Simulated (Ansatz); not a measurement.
Bi2Pt (space group Pa-3)

```
Bi2Pt
1.0
    6.67089     0.00000     0.00000
    0.00000     6.67089     0.00000
    0.00000     0.00000     6.67089
Bi Pt
8 4
Direct
  0.37026   0.37026   0.37026
  0.62974   0.62974   0.62974
  0.12974   0.62974   0.87026
  0.87026   0.37026   0.12974
  0.87026   0.12974   0.62974
  0.12974   0.87026   0.37026
  0.62974   0.87026   0.12974
  0.37026   0.12974   0.87026
  0.00000   0.00000   0.00000
  0.50000   0.00000   0.50000
  0.50000   0.50000   0.00000
  0.00000   0.50000   0.50000
```

The slice is a {110} plane (indices of the conventional cell) through the point (0.500, 0.500, 0.000) (fractional), spanned by u = [100] and v = [011] in vectors of this cell: u (6.67 Å) and v (9.43 Å, at 90° to u). It covers one period; positions are fractions (u, v).

Method: LDA (plane waves to 420 eV, PAW, scalar-relativistic; Ansatz, a quantum-chemistry and plane-wave program). k mesh 6×6×6. These are valence fields of a PAW run, semicore shells included where kept as valence: close to a nucleus they are smooth pseudo fields. Bi2Pt is run without spin polarisation. Bi2Pt was relaxed with its symmetry unable to fall. Spin-orbit coupling is left out, though Bi and Pt are heavy.

Q: What is the ELF at the midpoint of the shortest Bi–Pt line in this plane (2.76 Å)?

A: 0.4.

Q: What is the valence density on the shortest Bi–Pt line in this plane (2.76 Å), at its midpoint?

A: 0.42 e/Å³.

Q: Predict the map of the valence electron density on the slice.

A: 
```
|99853222333333332223589|
|88643222222222222223468|
|65432111111111111122345|
|33321000001100001112233|
|22110000000000000112232|
|21100000000000000122332|
|21000011221100000123332|
|21000123333210001223332|
|21001235555421001123332|
|21112357887532100122332|
|22223468888642100112232|
|33333478998742100012233|
|65433468888642100012345|
|88643456776532110113468|
|99854334554432211123589|
|99864322333333332234689|
|99853211122344554334589|
|88643110112356776543468|
|65432100012468888643345|
|33322100012478998743333|
|22322110012468888643222|
|22332210012357887532111|
|22333211001245555321001|
|22333221000123333210001|
|22333210000011221100001|
|22332210000000000000011|
|22322110000000000000112|
|33322111000011000001233|
|65432211111111111112345|
|88643222222222222223468|
|99853222333333332223589|
|99864322333333332234689|
```
Scale: ten equal steps from -1.30 (start of '0') to 1.08 (end of '9'), in the order '0123456789'. Values: log₁₀ of the valence density in e/Å³. The map has 23 points along u (one character each, u = 0 at the left) and 32 along v (v = 0 in the bottom row). The scale is logarithmic, as a density can span decades between atoms and voids.
